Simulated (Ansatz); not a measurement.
A geometry of ScSi away from equilibrium: the start of the relaxation of a relaxed ScSi cell displaced along its unstable phonon at q = (½, 0, 0) of its primitive reciprocal cell (71i cm⁻¹), largest move 0.15 Å. Method: PBE (plane waves to 420 eV, PAW, scalar-relativistic; Ansatz, a first-principles code). Γ-centred k-mesh 4×7×6 on the run's cell (coarser than for final values), Fermi–Dirac smearing 0.05 eV.

```xyz
8
Lattice="9.2295 0.0000 0.0000 0.0000 4.6147 0.0000 0.0000 0.0000 5.3391" Properties=species:S:1:pos:R:3 pbc="T T T"
Sc     0.1500     2.3074     0.0000
Sc     4.4647     2.3074     0.0000
Sc     2.3074     0.0000     2.6696
Sc     6.9221     0.0000     2.6696
Si    -0.0115     0.0000     1.3348
Si     4.6263     0.0000     1.3348
Si    -0.0115     0.0000     4.0044
Si     4.6263     0.0000     4.0044
```

Which atoms carry the largest force, and which way does it point?

0.12 eV/Å, on Sc1, Sc2 (atoms numbered as listed); on Sc2 its components are (-0.12, 0.00, 0.00).

What is the pressure?

-0.1 GPa, compression positive.

How far above the relaxed end point is this geometry?

0.05 eV/atom; the path ends in Pmmm (No. 47).

No spin polarisation in the result.

The run could not lose the symmetry of its start, so the end can be a saddle point.

The end of the path is a generated cell of ScSi: the first start was made by placing the elements on the sites of a structure type, and the end was not matched to a known phase here, so it may be hypothetical.
